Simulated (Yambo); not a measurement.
## How GW settings move the gap: ZrNBr

G0W0@PBEsol for ZrNBr (space group Pmmn, No. 59) in Yambo. Reference settings: 4×4×1 Γ-centred k mesh, bands 3 to 194 and a 7 Ry block in the screening, 194 bands in G with the Bruneval-Gonze terminator, plasmon pole fitted at 27.2 eV. The PBEsol gap Γ → Γ on this mesh is 1.75 eV; G0W0 gaps are taken between the same points.

| change from the reference | G0W0 gap Γ → Γ (eV) | shift of the valence edge (eV) | rough Yambo cost |
|---|---|---|---|
| reference settings | 2.74 | -0.11 | 1 |
| 75 bands in W, 75 bands in G | 2.87 | 0.13 | about 1/3 |
| 75 bands in G | 2.77 | -0.04 | – |
| 126 bands in G | 2.75 | -0.09 | – |
| 92 bands in W | 2.81 | 0.02 | within a factor of two |
| 1 Ry block | 3.30 | 0.05 | within a factor of two |
| 6 Ry block | 2.70 | -0.06 | within a factor of two |
| pole fitted at 10 eV | 2.76 | 0.01 | – |
| no random integration | 2.71 | -0.10 | – |
| 2×2×1 mesh | 2.78 | -0.07 | about 1/6 |
| 75 bands in G, no terminator | 2.75 | 0.64 | – |
| 126 bands in G, no terminator | 2.72 | 0.28 | – |
| no terminator | 2.71 | 0.10 | – |

The reference isn't shown to be the converged limit. Costs are rough (shared machines), scaled to the same edge states, and given only for runs that recompute the screening.

Spin-orbit splittings are left out.

Geometry relaxed with PBE+D3(BJ); primitive cell a = 3.604 Å, b = 4.106 Å, c = 8.676 Å, α = 90.00°, β = 90.00°, γ = 90.00°.

A shift is the quasiparticle energy of the state minus its PBEsol energy.
